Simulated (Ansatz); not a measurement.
BeS:
```xyz
2
Lattice="2.8947 0.0000 0.0000 0.0000 2.8947 0.0000 0.0000 0.0000 2.8947" Properties=species:S:1:pos:R:3 pbc="T T T"
Be     0.0000     0.0000     0.0000
S      1.4473     1.4473     1.4473
```

Relaxed with PBEsol. Special points in fractions of this cell's reciprocal vectors: Γ (0.000, 0.000, 0.000); X (0.000, 0.500, 0.000); M (0.500, 0.500, 0.000); R (0.500, 0.500, 0.500).

Task: List the band energies nearest the Fermi level at these points for PBEsol (plane waves, PAW; program Ansatz).

Result: In eV from the Fermi level; about four levels below and three above (degenerate sets whole), none deeper than 8.9 eV; … stands for higher levels left out; points with the same levels are listed once.

| k | below | above |
|---|---|---|
| Γ | -1.56 -1.56 -1.56 | 2.20 4.98 4.98 |
| X | -8.80 | 0.28 0.28 3.89 |
| M | -6.99 -6.99 -1.67 | 1.35 8.16 8.16 |
| R | -4.49 -4.49 -4.49 -0.55 -0.55 -0.55 | … |

Space group Pm-3m (CsCl type). A made-up cell: these elements were put on the sites of a structure type; neither database checked (COD, Materials Project) lists it. COD files the formula under space group No. 216. Whether it is the stable phase at ambient conditions was not checked. The PBEsol relaxation kept the symmetry of its start. At this level the phase is dynamically unstable (imaginary phonons).

Potentials: the earlier of the program's two PAW sets. The files were generated under PBE; for other functionals the program regenerates the frozen cores, and for LDA and PBEsol the local potential too.
